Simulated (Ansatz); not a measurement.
LuAg$_{4}$:
```xyz
5
Lattice="-3.3574 3.3574 2.0641 3.3574 -3.3574 2.0641 3.3574 3.3574 -2.0641" Properties=species:S:1:pos:R:3 pbc="T T T"
Lu     0.0000     0.0000     0.0000
Ag     2.0402    -0.6567     2.0641
Ag     1.3172     4.0141     0.0000
Ag     2.7007     1.3172     0.0000
Ag     0.6567     2.0402     2.0641
```

Relaxed with r²SCAN. Special points in fractions of this cell's reciprocal vectors: Γ (0.000, 0.000, 0.000); X (0.000, 0.000, 0.500); M (-0.500, 0.500, 0.500); Z (0.344, 0.344, -0.344); Z0 (-0.344, 0.656, 0.344); P (0.250, 0.250, 0.250); N (0.000, 0.500, 0.000).

Question: List the band energies nearest the Fermi level at these points for plane-wave PAW r²SCAN (Ansatz code).

Answer: In eV from the Fermi level; about four levels below and three above (degenerate sets whole), none deeper than 8.9 eV; points with the same levels are listed once.

```
k                          below           above
-  -----------------------------  --------------
Γ  -4.35 -4.35 -3.81 -3.78 -1.55  0.26 1.89 1.89
X        -4.00 -3.95 -3.80 -3.75  0.69 1.51 1.53
M        -3.57 -2.53 -2.48 -2.48  2.01 2.76 3.39
Z        -2.05 -1.99 -1.99 -0.82  2.61 3.02 3.02
P        -2.59 -2.59 -2.01 -1.89  2.08 2.23 2.23
N        -3.56 -2.61 -1.09 -0.30  1.27 1.56 1.67
```

Space group I4/m. The workflow started from a Materials Project entry (that database holds measured and hypothetical structures alike); the Crystallography Open Database files this formula in space group No. 87, but the cells were not matched. Whether it is the stable phase at ambient conditions was not checked. Symmetry was held in the r²SCAN relaxation; its stability against distortions is not shown here. No spin polarisation was allowed. Scalar-relativistic: spin–orbit coupling is off unless named, which matters more the heavier the elements.

Potentials: the later of the program's two PAW sets.
